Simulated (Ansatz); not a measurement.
Sn (hcp (Mg type), space group No. 194) under volume change, PBEsol in the plane-wave PAW code Ansatz, shape and atoms relaxed at each volume.

```tsv
V (Å³/atom)	E − E(relaxed) (meV/atom)	P (GPa)
23.877	44.8	6.65
24.664	18.7	4.04
25.451	…	…
26.238	0.0	0.00
27.026	…	…
27.813	14.7	-2.82
28.600	31.3	-3.89
```

### Question
Some entries are withheld; supply them.

### Answer

- 25.451, E − E(relaxed) (meV/atom): 4.4
- 25.451, P (GPa): 1.85
- 27.026, E − E(relaxed) (meV/atom): 3.9
- 27.026, P (GPa): -1.54

### Question
What does a third-order Birch–Murnaghan fit give for V₀, B₀ and B′?

### Answer
V₀ = 26.24 Å³/atom, B₀ = 55.9 GPa, B′ = 4.9.

Space group P6_3/mmc (hcp (Mg type)). The start of the workflow was typed in or built on a structure type; neither database checked (COD, Materials Project) lists it. It is not the phase usual at ambient conditions (space group No. 141). Symmetry was held in the PBEsol relaxation; of distortions, only those at the zone centre were tested. Scalar-relativistic: spin–orbit coupling is off unless named, which matters more the heavier the elements.

Potentials: the earlier of the program's two PAW sets.
